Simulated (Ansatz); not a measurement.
## Na$_{2}$H$_{6}$PtN$_{6}$: reading a single point

```
CELL_PARAMETERS angstrom
2.96135 5.12921 0.00000
-2.96135 5.12921 0.00000
0.00000 0.00000 4.82978
ATOMIC_POSITIONS crystal
N 0.29600 0.72700 0.25600
N 0.97700 0.29600 0.25600
N 0.72700 0.97700 0.25600
N 0.70400 0.27300 0.74400
N 0.02300 0.70400 0.74400
N 0.27300 0.02300 0.74400
Pt 0.00000 0.00000 0.00000
Na 0.33330 0.33340 0.00000
Na 0.66670 0.66660 0.00000
H 0.34600 0.80300 0.40400
H 0.85100 0.34600 0.40400
H 0.80300 0.85100 0.40400
H 0.65400 0.19700 0.59600
H 0.14900 0.65400 0.59600
H 0.19700 0.14900 0.59600
```

Method: PBE, no spin polarisation; PAW, plane waves to 420 eV, 5×5×6 Γ-centred mesh, fermi-dirac occupations (width 0.1 eV) (Ansatz 0.2.0), atoms fixed.

Is it stable against the elements?

0.65 eV an atom against the elements' usual phases (free molecules for gases, crystals otherwise, with no correction for O₂ or N₂), so at this geometry it isn't bound against them. Relaxing would lower it.

Which element gives electrons and which takes them?

Bader charges in e: Na +0.85, H +0.39, Pt +1.31, N -0.89. In the mean Pt gives up most and N takes most.

Is there a gap?

It is a metal, with about 9.4 states/eV a cell as the mean within 0.25 eV of the Fermi level, mostly N p (91 %).

What does the stress say?

The pressure is 2.4 GPa (compression positive), so with the atoms held at these fractions the cell would first expand; the forces are large, so a full relaxation may end otherwise. The principal stresses 0.9, 0.9, 5.5 GPa differ, so its shape would change too.

Origin: a known structure type with other elements, at an estimated volume, so it need not be a known compound. Caveats: many states at the Fermi level without spin polarisation, so a magnetic state may lie lower; atoms or cell far from equilibrium.
